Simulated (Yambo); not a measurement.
Yambo run on CsOH (space group Cmc2_1, No. 36). The wavefunctions are norm-conserving LDA (Quantum ESPRESSO, 84 Ry, no spin-orbit coupling) ones on a 4×4×2 mesh (16 occupied bands); a = 6.088 Å, b = 6.088 Å, c = 4.504 Å, α = 90.00°, β = 90.00°, γ = 138.41°.

Yambo input:

```
rim_cut
gw0
dyson
el_el_corr
HF_and_locXC
ppa
em1d
RandQpts= 1000000
RandGvec= 1 Ry
EXXRLvcs= 84 Ry
VXCRLvcs= 336 Ry
Chimod= "HARTREE"
% BndsRnXp
 1 | 86 |
%
NGsBlkXp= 7 Ry
% LongDrXp
 1.0 | 1.0 | 1.0 |
%
PPAPntXp= 27.2114 eV
% GbndRnge
 1 | 86 |
%
GTermKind= "none"
DysSolver= "n"
ExtendOut
% QPkrange
 1 | 1 | 16 | 17 |
%
```

k points by index: 1 = Γ.

Resulting energies as the program prints them:

```
#    K-point    Band    Eo [eV]    E [eV]    E-Eo [eV]    Vxc [eV]    Vnlxc [eV]    Sc|Eo [eV]    Sc|E [eV]    dSc/dw|Eo [eV]    Re(Z)    Im(Z)
#
    1    16    0.000000    -0.809674    -0.809674    -18.23252    -23.96592    4.695107    4.923721    -7.681710    0.779847    -0.001470
    1    17    3.596641    4.904049    1.307409    -8.824286    -4.333908    -2.978757    -3.182969    -4.250001    0.864913    -0.932814E-3
```
(The two width columns are left out.) Convergence of these settings isn't established.

Geometry of the Materials Project entry, not relaxed at this level.

The structure is a Materials Project entry; no match was found in the copy of COD used, and its stability was not checked.
